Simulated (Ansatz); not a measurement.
The relaxed structure here is a generated cell of AlNi: the first start was made by placing the elements on the sites of a structure type, and the end was not matched to a known phase here, so it may be hypothetical. Known forms of AlNi include space group No. 221.

One stationary structure of AlNi. Method: PBE (plane waves to 420 eV, PAW, scalar-relativistic; Ansatz, a first-principles code).

```
CELL_PARAMETERS angstrom
      0.00000     2.42859     2.42859
      2.42859     0.00000     2.42859
      2.42859     2.42859     0.00000
ATOMIC_POSITIONS crystal
  Al 0.00000 0.00000 0.00000
  Ni 0.50000 0.50000 0.50000
```

Problem. Find the space group and the Wyckoff positions (tolerance 0.01 Å).

Solution. Space group Fm-3m (No. 225); a = b = c = 4.857 Å, α = β = γ = 90.00°

```csv
atom,site,symmetry,x,y,z
Al,4a,m-3m,0.0000,0.0000,0.0000
Ni,4b,m-3m,0.5000,0.5000,0.5000
```

This is the rock salt type.

Problem. Give the shortest distances between elements (the closest pairs, up to four, under 3.6 Å).

Solution. Al–Ni 2.43 Å; Al–Al 3.43 Å; Ni–Ni 3.43 Å.

| Item | Result |
|---|---|
| Volume per atom | 14.32 Å³ |
| Density | 4.97 g/cm³ |
| Band gap | zero (metallic) |
| Magnetic moment | zero (the starting moments vanished) |

No spin polarisation in the result: the starting moments vanished. A magnetic state may lie lower.

The run could not lose the symmetry of its start: the end is stationary, and may be a saddle point rather than a minimum.

All atoms sit on sites fixed by symmetry, so only the cell could relax.
